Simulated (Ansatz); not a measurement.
Calculated with Ansatz: Cs3GaF6, relaxation

Input:

```yaml
crystal:
  lattice:
    - [0.0, 4.542966, 4.542966]
    - [4.542966, 0.0, 4.542966]
    - [4.542966, 4.542966, 0.0]
  atoms:
    - { symbol: Cs, position: [0.25, 0.25, 0.25] }
    - { symbol: Cs, position: [0.75, 0.75, 0.75] }
    - { symbol: Cs, position: [0.0, 0.0, 0.0] }
    - { symbol: Ga, position: [0.5, 0.5, 0.5] }
    - { symbol: F, position: [0.7098, 0.2902, 0.2902] }
    - { symbol: F, position: [0.2902, 0.7098, 0.2902] }
    - { symbol: F, position: [0.2902, 0.7098, 0.7098] }
    - { symbol: F, position: [0.7098, 0.2902, 0.7098] }
    - { symbol: F, position: [0.2902, 0.2902, 0.7098] }
    - { symbol: F, position: [0.7098, 0.7098, 0.2902] }
  symmetry: { tolerance: 0.0003 }
kpoints:
  mp_grid: { grid: [5, 5, 5], shift: [0, 0, 0] }
magnetization:
  spin_polarized: false
scf:
  occupations: { method: cold, width: 0.0215 }
  lower_state_search: "off"
hamiltonian:
  pseudopotentials: { kind: paw }
  xc: pbesol
basis:
  ecutwfc: 420
  fft_grid_basis: typed
relax:
  max_steps: 40
  cell: { p_target: 5.0 }
  f_tol: 0.03
output:
  forces: true
  stress: true
  eigenvalues: true
  bader: true
  populations: true
  elf: true
  write_potential: true
  volumetric_format: npy
  dos:
    e_range: [-12, 8]
    de: 0.05
    projected: { site_lists: { Cs: [Cs], F: [F], Ga: [Ga] } }
checkpoint:
  read: saved_state
```

Launch command:

```bash
ansatz run input.yaml --threads 2 --pin off --max-ram 3584MiB --backend cpu --events-out ev --progress --plain --runs-dir out
```

Origin of the cell: a known structure type with other elements, at an estimated volume, so it need not be a known compound.

The saved state is a converged single point of the same cell.

Steps («new basis» is an SCF on plane waves selected anew at the same cell):

```csv
step,ΔH (meV/atom),max force component (eV/Å),P (GPa),volume (Å³),SCF iterations,step was
1,0.0,0.440,3.21,187.52,6,accepted
2,-3.8,0.244,4.58,184.47,6,accepted
3,-4.4,0.093,4.95,184.99,5,accepted
4,-4.7,0.001,5.01,184.38,5,accepted
5,-4.0,0.001,4.92,184.38,7,new basis
6,-4.0,0.000,5.00,184.15,5,accepted
7,-4.0,0.000,5.00,184.15,4,new basis
```

Step 1, with forces in eV/Å:

```xyz
10
Lattice="0.000 4.543 4.543 4.543 0.000 4.543 4.543 4.543 0.000" Properties=species:S:1:pos:R:3:forces:R:3 pbc="T T T" step=1
Cs    2.271    2.271    2.271    0.000    0.000    0.000
Cs    6.814    6.814    6.814    0.000    0.000    0.000
Cs    0.000    0.000    0.000    0.000    0.000    0.000
Ga    4.543    4.543    4.543    0.000    0.000    0.000
F     2.637    4.543    4.543    0.440    0.000    0.000
F     4.543    2.637    4.543    0.000    0.440    0.000
F     6.449    4.543    4.543   -0.440    0.000    0.000
F     4.543    6.449    4.543    0.000   -0.440    0.000
F     4.543    4.543    2.637    0.000    0.000    0.440
F     4.543    4.543    6.449    0.000    0.000   -0.440
```

Step 2, with forces in eV/Å:

```xyz
10
Lattice="0.000 4.518 4.518 4.518 0.000 4.518 4.518 4.518 0.000" Properties=species:S:1:pos:R:3:forces:R:3 pbc="T T T" step=2
Cs    2.259    2.259    2.259    0.000    0.000    0.000
Cs    6.777    6.777    6.777    0.000    0.000    0.000
Cs    0.000    0.000    0.000    0.000    0.000    0.000
Ga    4.518    4.518    4.518    0.000    0.000    0.000
F     2.627    4.518    4.518    0.244    0.000    0.000
F     4.518    2.627    4.518    0.000    0.244    0.000
F     6.410    4.518    4.518   -0.244    0.000    0.000
F     4.518    6.410    4.518    0.000   -0.244    0.000
F     4.518    4.518    2.627    0.000    0.000    0.244
F     4.518    4.518    6.410    0.000    0.000   -0.244
```

Step 3, with forces in eV/Å:

```xyz
10
Lattice="0.000 4.522 4.522 4.522 0.000 4.522 4.522 4.522 0.000" Properties=species:S:1:pos:R:3:forces:R:3 pbc="T T T" step=3
Cs    2.261    2.261    2.261    0.000    0.000    0.000
Cs    6.784    6.784    6.784    0.000    0.000    0.000
Cs    0.000    0.000    0.000    0.000    0.000    0.000
Ga    4.522    4.522    4.522    0.000    0.000    0.000
F     2.645    4.522    4.522   -0.093    0.000    0.000
F     4.522    2.645    4.522    0.000   -0.093    0.000
F     6.400    4.522    4.522    0.093    0.000    0.000
F     4.522    6.400    4.522    0.000    0.093    0.000
F     4.522    4.522    2.645    0.000    0.000   -0.093
F     4.522    4.522    6.400    0.000    0.000    0.093
```

Step 7, with forces in eV/Å:

```xyz
10
Lattice="0.000 4.516 4.516 4.516 0.000 4.516 4.516 4.516 0.000" Properties=species:S:1:pos:R:3:forces:R:3 pbc="T T T" step=7
Cs    2.258    2.258    2.258    0.000    0.000    0.000
Cs    6.773    6.773    6.773    0.000    0.000    0.000
Cs    0.000    0.000    0.000    0.000    0.000    0.000
Ga    4.516    4.516    4.516    0.000    0.000    0.000
F     2.636    4.516    4.516    0.000    0.000    0.000
F     4.516    2.636    4.516    0.000    0.000    0.000
F     6.396    4.516    4.516    0.000    0.000    0.000
F     4.516    6.396    4.516    0.000    0.000    0.000
F     4.516    4.516    2.636    0.000    0.000    0.000
F     4.516    4.516    6.396    0.000    0.000    0.000
```

```yaml
Enthalpy_lowered_by: 4.0 meV/atom
Volume_change: -1.80 %
Final_pressure: 5.00 GPa
Relaxation_steps_listed: 7
```

Caveats: the relaxation held the start's symmetry, so the end may be a saddle point.

It ran for 33 s on 2 threads of Intel(R) Xeon(R) 6975P-C (Granite Rapids), on a shared host, peak memory 0.6 GiB, from a saved density.
